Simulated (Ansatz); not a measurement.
The slice is one period of a {100} plane through atoms; its size isn't given.

All values below come from r2SCAN (plane waves to 500 eV, PAW, scalar-relativistic; Ansatz, a first-principles code). Near the nuclei the fields are pseudised (PAW); where an atom keeps semicore shells as valence, they peak there.

```
|889999998877553311000000000000001133557788999999|
|999999998866442211000000000000001122446688999999|
|999999887755332200000000000000000022335577889999|
|888888776644221100000000000000000011224466778888|
|777766554433110000000000000000000000113344556677|
|555544332211110000000000000000000000111122334455|
|333322221100000000000000000000000000000011222233|
|111111000000000000000000000000000000000000001111|
|000000000000000000000000000000000000000000000000|
|000000000000000000000000000000000000000000000000|
|000000000000000000000000000000000000000000000000|
|000000000000000000000000000000000000000000000000|
|000000000000000000000000000000000000000000000000|
|000000000000000000000000000000000000000000000000|
|000000000000000000000000000000000000000000000000|
|111111000000000000000000000000000000000000001111|
|333322221100000000000000000000000000000011222233|
|555544332211110000000000000000000000111122334455|
|777766554433110000000000000000000000113344556677|
|888888776644221100000000000000000011224466778888|
|999999887755332200000000000000000022335577889999|
|999999998866442211000000000000001122446688999999|
|889999998877553311000000000000001133557788999999|
|778899998877553311000000000000001133557788999988|
```
Scale: ten equal steps from -1.39 (start of '0') to 0.43 (end of '9'), in the order '0123456789'. Values: log₁₀ of the valence density in e/Å³. The map has 24 points along u (two characters each, u = 0 at the left) and 24 along v (v = 0 in the bottom row). The scale is logarithmic, as a density can span decades between atoms and voids.

```
|xxxxxx@@@@@@**..      ::--::      ..**@@@@@@xxxx|
|xxxx%%@@@@%%++..    ..------..    ..++%%@@@@%%xx|
|@@@@@@@@@@##--      ..--==--..      --##@@@@@@@@|
|@@@@@@@@%%++..      ::==++==::      ..++%%@@@@@@|
|@@@@%%##++..      ..==++++++==..      ..++##%%@@|
|****++--..      ..--++******++--..      ..--++**|
|::....        ..--++****##****++--..        ....|
|            ..--==**##########**==--..          |
|          ..--++**##############**++--..        |
|    ....::==++**##################**++==::....  |
|::::----==++****##################****++==----::|
|------==++++**######################**++++==----|
|::::----==++****##################****++==----::|
|    ....::==++**##################**++==::....  |
|          ..--++**##############**++--..        |
|            ..--==**##########**==--..          |
|::....        ..--++****##****++--..        ....|
|****++--..      ..--++******++--..      ..--++**|
|@@@@%%##++..      ..==++++++==..      ..++##%%@@|
|@@@@@@@@%%++..      ::==++==::      ..++%%@@@@@@|
|@@@@@@@@@@##--      ..--==--..      --##@@@@@@@@|
|xxxx%%@@@@%%++..    ..------..    ..++%%@@@@%%xx|
|xxxxxx@@@@@@**..      ::--::      ..**@@@@@@xxxx|
|xxxxxx@@@@@@**::      ::--::      ::**@@@@@@xxxx|
```
Scale: ten equal steps from 0.06 (start of ' ') to 0.87 (end of '@'), in the order ' .:-=+*#%@'. Values: electron localisation function (ELF). The map has 24 points along u (two characters each, u = 0 at the left) and 24 along v (v = 0 in the bottom row). Points within 0.5 Å of a nucleus are blanked (x), as the pseudised field means little there.

Problem. Which relaxed crystal do these maps come from?
A) Al (fcc, Cu type)
B) Au (fcc, Cu type)
C) Sr (fcc, Cu type)
D) Ni (fcc, Cu type)

Solution. C, Sr (fcc, Cu type). Atoms on the slice: Sr at (0.00, 0.00)

All were relaxed with their symmetry unable to fall. Relaxed Ni ends ferromagnetic. Spin-orbit coupling is left out. Other magnetic orders were not checked, so this need not be the ground state. (This holds for the magnetic or f-shell members.)
